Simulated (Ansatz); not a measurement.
Here is the system:

GaSb:
```
GaSb
1.0
   -2.69069     2.69069     1.53665
    2.69069    -2.69069     1.53665
    2.69069     2.69069    -1.53665
Ga Sb
1 1
Direct
  0.75000   0.25000   0.50000
  0.00000   0.00000   0.00000
```

This is the LDA-relaxed structure.

### Question
All from LDA (plane waves, PAW; program Ansatz), unless another level is named. Estimate the electronic character.

### Answer
metallic (no gap).

### Question
And the density of states at the Fermi level?

### Answer
0.37 states/eV per atom (mean over ±0.08 eV).

### Question
And the formation energy from the elements (no fitted shifts)?

### Answer
24 meV/atom.

Space group I-4m2. The workflow started from a Materials Project entry (that database holds measured and hypothetical structures alike); the Crystallography Open Database copy checked does not list it. It is not the phase usual at ambient conditions (space group No. 216). The cell was relaxed with LDA under the symmetry of its start; whether a distortion lowers the energy is not shown. The references are the lowest solids computed at this level, not always the standard phases. Scalar-relativistic: spin–orbit coupling is off unless named, which matters more the heavier the elements.

Potentials: the later of the program's two PAW sets.
